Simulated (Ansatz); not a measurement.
HfO$_{2}$ (fluorite)

```
HfO2
1.0
    0.00000     2.52945     2.52945
    2.52945     0.00000     2.52945
    2.52945     2.52945     0.00000
Hf O
1 2
Direct
  0.00000   0.00000   0.00000
  0.25000   0.25000   0.25000
  0.75000   0.75000   0.75000
```

Calculation: r2SCAN (plane waves to 500 eV, PAW, scalar-relativistic; Ansatz, a quantum-chemistry and plane-wave program). DFPT wavenumbers on a 10×10×10 k mesh, in cm⁻¹; i marks imaginary ones, q is in fractions of the reciprocal vectors of the cell shown, and the three acoustic modes at Γ are left out. The non-analytic (LO-TO) term is not included, so polar modes at Γ have their transverse values. HfO2 is run without spin polarisation. HfO2 was relaxed with its symmetry unable to fall. Spin-orbit coupling is left out, though Hf is heavy. The PAW data are Ansatz's earlier set. This is a high-temperature form of HfO2.

Is the structure dynamically stable at Γ, L = (0.5, 0.0, 0.0), X = (0.5, 0.5, 0.0)?

Unstable at this level: the lowest mode is 230i cm⁻¹ at X = (0.5, 0.5, 0.0).

List the wavenumbers at Γ, L = (0.5, 0.0, 0.0), X = (0.5, 0.5, 0.0), with degeneracies.


```json
[
 {"q": "Γ", "wavenumbers (cm⁻¹)": "238 (×3), 593 (×3)"},
 {"q": "L = (0.5, 0.0, 0.0)", "wavenumbers (cm⁻¹)": "90 (×2), 195, 411 (×2), 514, 524 (×2), 602"},
 {"q": "X = (0.5, 0.5, 0.0)", "wavenumbers (cm⁻¹)": "230i, 99 (×2), 260, 303 (×2), 575 (×2), 709"}
]
```
